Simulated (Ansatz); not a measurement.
La2Zn5Pb, a strained cell with displaced atoms

```yaml
crystal:
  lattice:
    - [4.51738, 0.02536, 0.05408]
    - [2.21181, -8.58483, 0.15247]
    - [-0.10889, 0.13666, -9.46059]
  atoms:
    - { symbol: La, position: [0.80338, 0.40793, 0.75580] }
    - { symbol: La, position: [0.19796, 0.59007, 0.25178] }
    - { symbol: La, position: [0.99154, 0.00243, 0.00945] }
    - { symbol: La, position: [0.99640, 0.99524, 0.51008] }
    - { symbol: Pb, position: [0.45311, 0.10704, 0.75628] }
    - { symbol: Pb, position: [0.57440, 0.89516, 0.25557] }
    - { symbol: Zn, position: [0.17758, 0.63321, 0.89424] }
    - { symbol: Zn, position: [0.81488, 0.37391, 0.39382] }
    - { symbol: Zn, position: [0.81778, 0.37427, 0.10774] }
    - { symbol: Zn, position: [0.19251, 0.61775, 0.61864] }
    - { symbol: Zn, position: [0.34168, 0.31990, 0.99111] }
    - { symbol: Zn, position: [0.66744, 0.69457, 0.48841] }
    - { symbol: Zn, position: [0.65651, 0.68786, 0.01307] }
    - { symbol: Zn, position: [0.35432, 0.30777, 0.51810] }
    - { symbol: Zn, position: [0.58912, 0.79782, 0.75523] }
    - { symbol: Zn, position: [0.40726, 0.20632, 0.24849] }
```

The numbers come from plane-wave PAW DFT (Ansatz): BLYP, no spin polarisation, 420 eV, 4×2×2 (shifted by 0.5, 0, 0 steps) k points, gaussian occupations (width 0.0112 eV). Nothing was relaxed.

(1) What is the formation energy?

(2) Which atom feels the largest force, and which way?

(3) Metal or insulator?

(4) How is the charge shared?

Origin: a strained cell with displaced atoms, so it need not be a known compound. Caveats: the k mesh is coarse if the cell is a metal; forces of this functional can be a tenth off on these datasets; f levels without a U or exact exchange are poorly placed.

Answers

(1) -0.39 eV an atom against the elements' usual phases (free molecules for gases, crystals otherwise, with no correction for O₂ or N₂), so it is bound against them; other compounds may still compete. Relaxing would lower it.

(2) The largest is on Zn15: 0.62 eV/Å, components (-0.04, 0.62, 0.03). It makes 71° with the line to a nearest neighbour, Zn13 at 2.64 Å.

(3) It is a metal, with about 9.6 states/eV a cell as the mean within 0.25 eV of the Fermi level.

(4) Bader charges in e: La +1.31, Zn -0.40 to -0.17, Pb -1.00. In the mean La gives up most and Pb takes most.
